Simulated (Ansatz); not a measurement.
CaMgAsO4F in space group C2/c (No. 15; Pearson symbol mS32), LDA (plane waves, PAW; program Ansatz). The conduction-band minimum lies at Γ, with 1 equivalent valley. Second derivatives d²E/dk² of the lowest band at one valley (eV·Å²), along Cartesian directions:

```csv
direction,d²E/dk²
[100],16.00
[010],16.10
[001],15.45
[110],16.05
[101],14.61
[011],15.77
```

Question: Find the principal effective masses, the density-of-states mass and the conductivity mass.

Answer: Off-diagonal terms follow from H_xy = H[110] − (H_xx + H_yy)/2, and m*/mₑ = 7.620 eV·Å² over each eigenvalue: 0.45, 0.47, 0.52. One valley's DOS mass (m₁m₂m₃)^(1/3) = 0.48, conductivity mass 3/(Σ 1/mᵢ) = 0.48 mₑ.

Question: What effective density of states Nc follows at 300 K for parabolic valleys?

Answer: Nc = 2.509e19 × 1 × (0.48)^(3/2) ≈ 8.3e18 cm⁻³.

The workflow started from a Materials Project entry (that database holds measured and hypothetical structures alike); the Crystallography Open Database files this formula in space group No. 15, but the cells were not matched. Whether it is the stable phase at ambient conditions was not checked. The LDA relaxation kept the symmetry of its start; whether a distortion lowers the energy is not shown. Scalar-relativistic: spin–orbit coupling is off unless named, which matters more the heavier the elements.

Potentials: the later of the program's two PAW sets.

Edges and masses are those of Kohn–Sham bands, whose gap is no quasiparticle gap.
